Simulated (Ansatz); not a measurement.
input.yaml (Ansatz 0.2.0):

```yaml
crystal:
  lattice:
    - [3.2, 0.0, 0.0]
    - [-1.6, 2.7712812921, 0.0]
    - [0.0, 0.0, 5.0624]
  atoms:
    - { symbol: Hf, position: [0.3333333333, 0.6666666667, 0.75] }
    - { symbol: Hf, position: [0.6666666667, 0.3333333333, 0.25] }
basis:
  ecutwfc: 420
  ecutrho_ratio: 4
kpoints:
  mp_grid: { grid: [16, 16, 8] }
hamiltonian:
  xc: pbe
scf:
  occupations: { method: gaussian, width: 0.05 }
output:
  forces: true
  stress: true
  eigenvalues: true
relax:
  f_tol: 0.01
  max_steps: 60
  cell: { stress_tol: 0.04 }
```

Task: Predict the main results.

Result: Final volume 22.55 Å³/atom, energy lowered by 0.1 meV/atom, pressure 0.0 GPa, gap on the mesh zero (metallic) (PBE, scalar-relativistic).

What the program printed, in part:

```
Pseudopotentials: kind: paw
Pseudopotential: Hf, paw, valence charge 26, recommended cutoff 420 eV (normal), Hf.paw.azcp
Crystal: 2 atoms, lattice volume = 44.894 Å³
Basis set: ecut = 420 eV, 881 PW (Γ), exchange–correlation on 48×48×72 points (8 copies of the dense FFT grid, shifted against one another)
Bands: 32, of which v1, the nominal top of the filled ones, is band 26 counted from 1 (25 counted from 0)
Symmetry: 24 space group operations
Space group: P63/mmc (ITA 194), of the structure as read, at distance tolerance 3.6e-5 Å
k-points: 150 of 2048
Initial density: superposition of atomic densities (neutral atoms: chi_scale 0, normalization atom), corrected by the library's trained network
Initial wavefunctions: pseudopotential atomic-orbital guess
Functional: x = pbe(κ = 0.804, μ = 0.21951), c = pbe(β = 0.06672)
```

```
SCF iter   1: F=—  HF=-31442.724970 eV  |F-HF|=—  |Δ(HF+E_count)|=         —  Δρ=3.15e-3  dr2=2.34e-3
SCF iter   2: F=—  HF=-31442.725256 eV  |F-HF|=—  |Δ(HF+E_count)|=   2.85e-4  Δρ=1.99e-3  dr2=1.02e-3
SCF iter   3: F=—  HF=-31442.725447 eV  |F-HF|=—  |Δ(HF+E_count)|=   1.92e-4  Δρ=3.19e-4  dr2=4.14e-5
SCF iter   4: F=—  HF=-31442.725451 eV  |F-HF|=—  |Δ(HF+E_count)|=   3.59e-6  Δρ=1.75e-4  dr2=7.82e-6
SCF iter   5: F=—  HF=-31442.725449 eV  |F-HF|=—  |Δ(HF+E_count)|=   2.24e-6  Δρ=5.48e-5  dr2=7.09e-7
SCF iter   6: F=-31442.725449 eV  HF=-31442.725449 eV  |F-HF|=9.54e-9  |Δ(HF+E_count)|=   4.69e-7  Δρ=1.34e-5  dr2=4.30e-8
SCF 1 converged in 6 iterations: F = -31442.725449 eV  dr2 = 4.30e-8
relax step   1: F+E_penalty+E_count = -31442.72544905 eV  Δ(F+E_penalty+E_count) = +0.000e0 eV  max|allowed force component| = 1.850e-17 eV/Å  Δτ_max = 0.0000 Å  P = +0.471 GPa  Ω = 44.894 Å³  (6 SCF iters, dr2 threshold 1.00e-7 eV, accepted)
SCF iter   1: F=—  HF=-31442.725003 eV  |F-HF|=—  |Δ(HF+E_count)|=         —  Δρ=3.00e-4  dr2=1.92e-5
SCF iter   2: F=—  HF=-31442.725027 eV  |F-HF|=—  |Δ(HF+E_count)|=   2.46e-5  Δρ=1.51e-4  dr2=6.71e-6
...
SCF 2 converged in 5 iterations: F = -31442.725027 eV  dr2 = 1.69e-8
SCF 3 converged in 8 iterations: F = -31442.725687 eV  dr2 = 7.02e-13
...
SCF iter   2: F=—  HF=-31442.725746 eV  |F-HF|=—  |Δ(HF+E_count)|=   2.87e-5  Δρ=4.41e-6  dr2=3.65e-9
SCF iter   3: F=—  HF=-31442.725746 eV  |F-HF|=—  |Δ(HF+E_count)|=  5.53e-10  Δρ=2.58e-6  dr2=9.45e-10
SCF iter   4: F=-31442.725746 eV  HF=-31442.725746 eV  |F-HF|=3.64e-12  |Δ(HF+E_count)|=  4.51e-10  Δρ=2.43e-7  dr2=1.20e-11
SCF 4 converged in 4 iterations: F = -31442.725746 eV  dr2 = 1.20e-11
```

```
SCF converged after 4 iterations
Free energy (F): -31442.725746 eV
E sigma→0 (E₀):  -31442.724893 eV
Entropy (-TS):   -0.001705 eV (-0.853 meV/atom)
Fermi energy:    19.743530 eV
--- Forces (eV/Å), atoms counted from 1 ---
  atom   1  Hf     0.00000000     0.00000000     0.00000000
  atom   2  Hf     0.00000000     0.00000000     0.00000000
--- Stress (GPa, compression-positive) ---
       -0.000792       0.000000       0.000000
        0.000000      -0.000792       0.000000
        0.000000       0.000000      -0.011797
  P = ⅓ Tr σ = -0.0045 GPa (-0.045 kbar)
--- Relaxed structure (3 steps of the walk, 2 accepted, 1 SCFs on fresh bases) ---
  F+E_penalty+E_count = -31442.72574597 eV   max|allowed force component| = 4.071e-16 eV/Å   (the final SCF, on the basis selected at the relaxed cell)
  cell:  # Å, volume = 45.0918 Å³
    - [3.20542, 0.00000, 0.00000]
    - [-1.60271, 2.77597, 0.00000]
    - [0.00000, 0.00000, 5.06754]
  atoms:
    - { symbol: Hf, position: [0.33333, 0.66667, 0.75] }
    - { symbol: Hf, position: [0.66667, 0.33333, 0.25000] }
```

These numbers lack spin–orbit coupling.
